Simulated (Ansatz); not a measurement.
AlRu₂C:
```yaml
crystal:
  lattice:
    - [2.90442, 0.00000, 0.00000]
    - [-1.45221, 2.51530, 0.00000]
    - [0.00000, 0.00000, 13.35856]
  atoms:
    - { symbol: Al, position: [0.66667, 0.33333, 0.25000] }
    - { symbol: Al, position: [0.33333, 0.66667, 0.75000] }
    - { symbol: Ru, position: [0.33333, 0.66667, 0.40496] }
    - { symbol: Ru, position: [0.66667, 0.33333, 0.59504] }
    - { symbol: Ru, position: [0.66667, 0.33333, 0.90496] }
    - { symbol: Ru, position: [0.33333, 0.66667, 0.09504] }
    - { symbol: C, position: [0.00000, 0.00000, 0.50000] }
    - { symbol: C, position: [0.00000, 0.00000, 0.00000] }
```

Relaxed with PBE. Special points in fractions of this cell's reciprocal vectors: Γ (0.000, 0.000, 0.000); M (0.500, 0.000, 0.000); K (0.333, 0.333, 0.000); A (0.000, 0.000, 0.500); L (0.500, 0.000, 0.500); H (0.333, 0.333, 0.500).

Question: List the band energies nearest the Fermi level at these points for DFT-PBE with spin–orbit coupling in the program Ansatz with PAW potentials.

Answer: In eV from the Fermi level; about four levels below and three above (degenerate sets whole), none deeper than 8.9 eV; points with the same levels are listed once.

```
k                    below                above
-  -----------------------  -------------------
Γ  -0.82 -0.82 -0.79 -0.79  1.07 1.07 1.32 1.32
M  -0.78 -0.78 -0.57 -0.57  0.27 0.27 0.29 0.29
K  -0.72 -0.72 -0.13 -0.13  0.01 0.01 0.55 0.55
A  -0.83 -0.83 -0.83 -0.83  1.19 1.19 1.19 1.19
L  -0.89 -0.89 -0.89 -0.89  0.07 0.07 0.07 0.07
H    -0.74 -0.74 0.00 0.00  0.09 0.09 0.73 0.73
```

Space group P6_3/mmc. The start of the workflow was typed in or built on a structure type; neither database checked (COD, Materials Project) lists it. Its standing as an ambient phase is unchecked. The PBE relaxation kept the symmetry of its start; whether a distortion lowers the energy is not shown. The run is not spin-polarised.

Potentials: the earlier of the program's two PAW sets.
